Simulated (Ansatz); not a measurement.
# Straining Ge

Level of theory: Ansatz 0.2.0, DFT r2SCAN, scalar-relativistic, plane waves, PAW. Settings: 500 eV cutoff, 12×12×6 k-mesh, Gaussian smearing of 0.01 eV, no spin polarisation.

Starting point, cell and atoms relaxed:

```xyz
4
Lattice="3.9956 0.0000 0.0000 -1.9978 3.4603 0.0000 0.0000 0.0000 6.6027" Properties=species:S:1:pos:R:3 pbc="T T T"
Ge    1.9978    1.1534    0.4158
Ge    0.0000    2.3069    3.7172
Ge    1.9978    1.1534    2.8855
Ge    0.0000    2.3069    6.1869
```

Deformation: all cell vectors scaled alike, the atoms relaxed, all within the symmetry that the strain leaves. Energies are extrapolated to zero smearing. Stress is positive in compression, on the Cartesian axes of the cell above. Gaps are generalised Kohn–Sham gaps over the whole zone.

Strains computed: -4.5, -3.0, -1.5, +1.5, +3.0, +4.5 %.

(1) At which strain does the energy stand 46.0 meV/atom over the relaxed crystal with σxx = 7.99, σyy = 7.99, σzz = 8.23 GPa?

Results:

(1) -3.0 %. The gap there is 0.35 eV against 0.10 unstrained.

This form isn't the element's structure at ambient conditions.